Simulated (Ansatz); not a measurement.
ZnSe:
```yaml
crystal:
  lattice:
    - [0.00000, 2.78378, 2.78378]
    - [2.78378, 0.00000, 2.78378]
    - [2.78378, 2.78378, 0.00000]
  atoms:
    - { symbol: Se, position: [0.75000, 0.75000, 0.75000] }
    - { symbol: Zn, position: [0.00000, 0.00000, 0.00000] }
```

Cartesian axes are those of the cell as given.

Q: Give the high-frequency dielectric tensor and the Born effective charge tensors of the independent atoms from DFPT, the program Ansatz at the LDA level (PAW).

A: 
ε∞:
```
7.52  0.00  0.00
0.00  7.52  0.00
0.00  0.00  7.52
```
Z* of atom 1 (Se), rows: field, columns: displacement, in e:
```
-1.97   0.00   0.00
 0.00  -1.97   0.00
 0.00   0.00  -1.97
```
Z* of atom 2 (Zn), rows: field, columns: displacement, in e:
```
1.97  0.00  0.00
0.00  1.97  0.00
0.00  0.00  1.97
```

Space group F-43m (zinc blende). The LDA relaxation kept the symmetry of its start. Scalar-relativistic: spin–orbit coupling is off unless named, which matters more the heavier the elements.

Potentials: the later of the program's two PAW sets.
